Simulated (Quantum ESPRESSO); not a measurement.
Band energies of RbH

```xyz
2
Lattice="0.0000 3.0041 3.0041 3.0041 0.0000 3.0041 3.0041 3.0041 0.0000" Properties=species:S:1:pos:R:3 pbc="T T T"
H      0.0000     0.0000     0.0000
Rb     3.0041     3.0041     3.0041
```

PBEsol (Quantum ESPRESSO, PseudoDojo norm-conserving, 72 Ry, with spin-orbit coupling); path ΓXWKΓLUWLK,UX; energies in eV from the valence-band maximum.

```
k (1/Å)  point  band 10  band 11  band 12  band 13  band 14  band 15  band 16  band 17
-------  -----  -------  -------  -------  -------  -------  -------  -------  -------
0.00         Γ    -1.95     6.72     6.72     6.76     6.76     6.76     6.76     6.78
0.23              -1.71     6.16     6.16     6.28     6.28     6.86     6.86     6.88
0.58              -0.96     4.77     4.77     5.08     5.08     7.48     7.48     7.53
0.81              -0.77     4.57     4.57     4.91     4.91     8.23     8.23     8.31
1.05         X    -0.77     4.40     4.40     5.27     5.27     8.81     8.81     8.93
1.18              -0.73     4.42     4.42     5.23     5.23     7.94     7.94     8.96
1.57         W    -0.42     4.74     4.74     4.82     4.82     6.09     6.09     9.92
1.82              -0.45     4.34     4.34     4.99     4.99     6.85     6.85     8.41
1.94         K    -0.46     4.26     4.26     5.02     5.02     7.44     7.44     7.73
2.14              -0.28     3.86     3.86     4.90     4.90     6.90     6.90     8.77
2.44              -0.70     4.21     4.21     5.14     5.14     6.85     6.85     7.83
2.64              -1.29     5.14     5.14     5.66     5.66     7.25     7.25     7.32
2.95              -1.90     6.59     6.59     6.65     6.65     6.79     6.79     6.82
3.05         Γ    -1.95     6.72     6.72     6.76     6.76     6.76     6.76     6.78
3.25              -1.77     6.05     6.05     6.73     6.73     6.84     6.84     6.86
3.45              -1.27     4.79     4.79     6.78     6.78     6.80     6.80     6.83
3.75              -0.32     3.16     3.16     6.27     6.27     6.29     6.29     7.50
3.95         L     0.00     2.72     2.72     6.15     6.15     6.16     6.16     7.91
4.27              -0.17     3.31     3.31     5.40     5.40     6.59     6.59     8.61
4.59         U    -0.46     4.26     4.26     5.02     5.02     7.44     7.44     7.73
4.84              -0.43     4.56     4.56     4.90     4.90     6.32     6.32     9.26
4.96         W    -0.42     4.74     4.74     4.82     4.82     6.09     6.09     9.92
5.15              -0.36     4.26     4.26     4.91     4.91     6.50     6.50     9.05
5.43              -0.13     3.18     3.18     5.53     5.53     6.47     6.47     8.66
5.61              -0.02     2.78     2.78     6.05     6.05     6.19     6.19     8.04
5.70         L     0.00     2.72     2.72     6.15     6.15     6.16     6.16     7.91
5.86              -0.05     2.88     2.88     5.87     5.87     6.27     6.27     8.24
6.10              -0.25     3.60     3.60     5.20     5.20     6.80     6.80     8.45
6.26              -0.39     4.12     4.12     5.00     5.00     7.25     7.25     7.89
6.34         K    -0.46     4.26     4.26     5.02     5.02     7.44     7.44     7.73
6.34         U    -0.46     4.26     4.26     5.02     5.02     7.44     7.44     7.73
6.44              -0.58     4.38     4.38     5.11     5.11     7.68     7.68     7.80
6.71         X    -0.77     4.40     4.40     5.27     5.27     8.81     8.81     8.93
```

The PBEsol gap is direct, 2.72 eV at L.

Geometry of the Materials Project entry, not relaxed at this level.
